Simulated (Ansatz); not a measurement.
NbRh3:
```xyz
24
Lattice="5.4475 0.0000 0.0000 -2.7237 4.7176 0.0000 0.0000 0.0000 13.2779" Properties=species:S:1:pos:R:3 pbc="T T T"
Nb     0.0000     0.0000     3.3195
Nb     0.0000     0.0000     9.9584
Nb     0.0000     3.1451     5.4587
Nb     2.7237     1.5725     7.8191
Nb     2.7237     1.5725    12.0977
Nb     0.0000     3.1451     1.1802
Rh     1.3944     2.3401     3.3195
Rh     1.3294     2.3776     9.9584
Rh    -1.3294     2.3776     9.9584
Rh     4.0531     2.3401     3.3195
Rh     2.7237     0.0375     3.3195
Rh     0.0000     4.6801     9.9584
Rh     0.0000     1.5652    12.1799
Rh     2.7237     3.1524     1.0980
Rh     4.0919     0.7826     5.5410
Rh    -1.3682     3.9350     7.7369
Rh     1.3682     3.9350    12.1799
Rh     1.3555     0.7826     1.0980
Rh     2.7237     3.1524     5.5410
Rh     0.0000     1.5652     7.7369
Rh    -1.3682     3.9350    12.1799
Rh     4.0919     0.7826     1.0980
Rh     1.3555     0.7826     5.5410
Rh     1.3682     3.9350     7.7369
```

Relaxed with PBEsol. Special points in fractions of this cell's reciprocal vectors: Γ (0.000, 0.000, 0.000); M (0.500, 0.000, 0.000); K (0.333, 0.333, 0.000); A (0.000, 0.000, 0.500); L (0.500, 0.000, 0.500); H (0.333, 0.333, 0.500).

**Question.** List the band energies nearest the Fermi level at these points for DFT-PBEsol in the program Ansatz with PAW potentials.

**Answer.** In eV from the Fermi level; about four levels below and three above (degenerate sets whole), none deeper than 8.9 eV; points with the same levels are listed once.

```json
[
 {"k": "Γ", "below": "-0.54 -0.54 -0.53 -0.51 -0.51", "above": "0.16 0.16 0.21 0.21"},
 {"k": "M", "below": "-0.65 -0.64 -0.35 0.00", "above": "0.18 0.27 0.62"},
 {"k": "K", "below": "-0.38 -0.38 -0.33 -0.31 -0.31", "above": "0.34 0.34 0.35"},
 {"k": "A", "below": "-0.64 -0.64 -0.33 -0.33", "above": "0.26 0.26 0.27 0.27"},
 {"k": "L", "below": "-0.63 -0.63 -0.51 -0.51", "above": "0.47 0.47 0.65 0.65"},
 {"k": "H", "below": "-0.45 -0.45 -0.06 -0.06", "above": "0.01 0.01 0.06 0.06"}
]
```

Space group P6_3/mmc. The first step of the workflow began from a Materials Project structure, measured or hypothetical; the Crystallography Open Database copy checked does not list it. COD files the formula under space group No. 221. Whether it is the stable phase at ambient conditions was not checked. The cell was relaxed with PBEsol under the symmetry of its start; whether a distortion lowers the energy is not shown. No spin polarisation was allowed. Spin–orbit coupling is left out wherever it is not named.

Potentials: the later of the program's two PAW sets.
